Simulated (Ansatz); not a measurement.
Input file for Ansatz (a first-principles code):

Ansatz 0.2 input:
```yaml
crystal:
  lattice:
    - [0.0, 1.990397954, 1.990397954]
    - [1.990397954, 0.0, 1.990397954]
    - [1.990397954, 1.990397954, 0.0]
  atoms:
    - { symbol: Li, position: [0.0, 0.0, 0.0] }
    - { symbol: H, position: [0.5, 0.5, 0.5] }
kpoints:
  mp_grid: { grid: [9, 9, 9] }
hamiltonian:
  xc: hse06
  pseudopotentials: { kind: paw }
scf:
  n_extra_bands: 6
  occupations: { method: fixed }
output:
  eigenvalues: true
  eigenstates:
    e_range: [-9.0, 12.1]
    kpoints:
      - [0.0, 0.5, 0.5]  # VBM
      - [0.0, 0.5, 0.5]  # CBM
      - [0.0, 0.0, 0.0]  # GAMMA
      - [0.5, 0.0, 0.5]  # X
      - [0.5, 0.5, 0.5]  # L
      - [0.5, 0.25, 0.75]  # W
      - [0.375, 0.375, 0.75]  # K
      - [0.625, 0.25, 0.625]  # U
```

Output (shortened):

```
Pseudopotential: Li, paw, valence charge 3
Pseudopotential: H, paw, valence charge 1
Functional definition: HSE06
davidson cushion auto → on  (no smearing: the cushion is to keep the highest requested band from converging to the state above it …
Crystal: 2 atoms, lattice volume = 15.771 Å³
Basis set: ecut = 420 eV, 331 PW (Γ)
Bands: 8, of which v1, the nominal top of the filled ones, is band 2 counted from 1 (1 counted from 0)
Symmetry: 48 space group operations
Space group: Fm-3m (ITA 225), of the structure as read, at distance tolerance 2.5e-5 Å
k-points: 35 of 729
SCF iter   1: F=—  HF=-221.390960 eV  |F-HF|=—  |Δ(HF+E_count)|=         —  Δρ=9.63e-4  dr2=6.68e-5  ethr=1.77e-3  ⟨swp⟩=2.0  Hψ=2035  notcnv=0
preconditioner: auto → none
SCF iter   2: F=-221.391029 eV  HF=-221.391007 eV  |F-HF|=2.19e-5  |Δ(HF+E_count)|=   4.70e-5  Δρ=4.14e-4  dr2=1.10e-5  ethr=1.67e-6  ⟨swp⟩=3.1  Hψ=777  notcnv=0  defer=2
SCF 1 stopped early in 2 iterations: F = -221.391029 eV  dr2 = 1.10e-5
Crystal: 2 atoms, lattice volume = 15.771 Å³
Exchange kernel: α = 0.2500, screened, ω = 0.2079 Å⁻¹, Wigner–Seitz truncation, v(0) = 1046.8022 eV·Å³, q-mesh 9×9×9, nearest image of the exchange supercell L …
Frozen-core exchange: fock
SCF iter   1: F=—  HF=-221.538375 eV  |F-HF|=—  |Δ(HF+E_count)|=         —  Δρ=2.13e-3  dr2=2.87e-4  ethr=2.76e-6  ⟨swp⟩=4.8  Hψ=1262  notcnv=0
preconditioner: auto → none
SCF iter   2: F=—  HF=-221.538323 eV  |F-HF|=—  |Δ(HF+E_count)|=   5.21e-5  Δρ=1.06e-3  dr2=8.83e-5  ethr=2.76e-6  ⟨swp⟩=2.1  Hψ=705  notcnv=0
iter 3 solved again at ethr=9.69e-9 eV; its pass at ethr=1.56e-6 eV (dr2=3.87e-7 eV) is discarded
SCF iter   3: F=—  HF=-221.538331 eV  |F-HF|=—  |Δ(HF+E_count)|=   7.40e-6  Δρ=8.62e-5  dr2=7.10e-5  ethr=9.69e-9  ⟨swp⟩=3.9  Hψ=1524  notcnv=0
SCF iter   4: F=—  HF=-221.539019 eV  |F-HF|=—  |Δ(HF+E_count)|=   6.88e-4  Δρ=2.77e-4  dr2=1.15e-5  ethr=9.69e-9  ⟨swp⟩=4.0  Hψ=1118  notcnv=0
SCF iter   5: F=—  HF=-221.539015 eV  |F-HF|=—  |Δ(HF+E_count)|=   4.43e-6  Δρ=2.93e-5  dr2=1.01e-6  ethr=9.69e-9  ⟨swp⟩=3.2  Hψ=982  notcnv=0
SCF iter   6: F=-221.539020 eV  HF=-221.539021 eV  |F-HF|=1.56e-7  |Δ(HF+E_count)|=   5.86e-6  Δρ=4.56e-5  dr2=3.26e-7  ethr=2.25e-9  ⟨swp⟩=3.7  Hψ=985  notcnv=0
SCF 2 stopped early in 6 iterations: F = -221.539020 eV  dr2 = 3.26e-7
hybrid outer 1: dexx = +6.466e-4 eV, tail = 1.61e-6 eV
Crystal: 2 atoms, lattice volume = 15.771 Å³
Exchange kernel: α = 0.2500, screened, ω = 0.2079 Å⁻¹, Wigner–Seitz truncation, v(0) = 1046.8022 eV·Å³, q-mesh 9×9×9, nearest image of the exchange supercell L …
Frozen-core exchange: fock
SCF iter   1: F=—  HF=-221.539029 eV  |F-HF|=—  |Δ(HF+E_count)|=         —  Δρ=2.63e-5  dr2=1.39e-7  ethr=2.01e-7  ⟨swp⟩=2.1  Hψ=705  notcnv=0
preconditioner: auto → none
iter 2 solved again at ethr=1.10e-11 eV; its pass at ethr=2.27e-9 eV (dr2=4.40e-10 eV) is discarded
SCF iter   2: F=-221.539029 eV  HF=-221.539029 eV  |F-HF|=1.38e-9  |Δ(HF+E_count)|=   1.20e-8  Δρ=4.21e-6  dr2=1.19e-9  ethr=1.10e-11  ⟨swp⟩=2.7  Hψ=1501  notcnv=0
SCF 3 converged in 2 iterations: F = -221.539029 eV  dr2 = 1.19e-9
hybrid outer 2: dexx = +5.174e-9 eV, tail = 2.74e-9 eV, Δε = 1.30e-3 eV (about 8.16e-5 eV left of the loop's levels)
the search or the solves at the SCF's close seem to have found levels that the self-consistency loop had missed (the run counts 1) …
NSCF: frozen V_eff on 8 k-points
hybrid SCF converged: 2 outer / 8 inner (+2 warm-up), last move |dexx| = 5.17e-9 eV, tail = 2.74e-9 eV
Stability not checked (fock_operator)
Free energy (F): -221.539029 eV
Frozen-core exchange: fock
Harris-Foulkes:  -221.539029 eV  (|F-HF|=1.38e-9)
Internal energy: -221.539029 eV  (E = F + TS)
E sigma→0 (E₀):  -221.539029 eV
Fermi energy:    0.079809 eV
--- Per-component energies (eV) ---
  E_band       = -98.993049
  E_kinetic    = 36.201839
  E_local      = -123.867563  (includes V_loc(G=0)·N_el)
  E_nonlocal   = -31.764124
  E_hartree    = 34.642616
  E_xc         = -16.696672
  E_vxc        = -21.311769  (∫ρ·V_xc dr)
  E_exx        = -13.220620  (= α·E_x^exact, valence–valence)
  E_paw        = -12.084162  (= ΣΔE_a)
  E_vpaw       = -1.094414  (= ΣTr[D̂ρ^β])
  E_aug_tail   = -0.001139  (compensation charges beyond the density's cutoff)
  E_ewald      = -94.749204
  E_smearing   =  0.000000  (= −TS)
  E_closure    = 0.000000  (closes the sum)
  Σ components = -221.539029   (vs F -221.539029, Δ=0.00e0)
  [band-id]    e_kinetic+e_local+e_nonlocal+2·e_hartree+e_vxc+2·e_exx+e_vpaw+e_augmentation_tail = -98.993176   (vs E_band -98.993049, Δ=-1.27e-4)
--- Band table (eV; the first three rows and the last of 35) ---
  k-point 0: bands = ["-47.0944", "-6.0023", "18.3677", "19.9010", "19.9010", "19.9010", "24.4586", "24.4586"]
  k-point 1: bands = ["-47.0880", "-5.7503", "16.2499", "18.8243", "19.3948", "19.3948", "23.9607", "25.5203"]
  k-point 2: bands = ["-47.0717", "-5.0194", "12.2668", "17.4187", "18.6792", "18.6792", "24.7724", "24.7724"]
  k-point 34: bands = ["-47.0251", "-0.4071", "6.4663", "7.2465", "13.5950", "19.5801", "24.6339", "27.6528"]
```

Cost: roughly 60 core-seconds on shared cores.

The points marked VBM and CBM come from a semilocal run.

Symmetry was held in the PBEsol relaxation.

Potentials: the later of the program's two PAW sets.

Ansatz is a plane-wave DFT program.
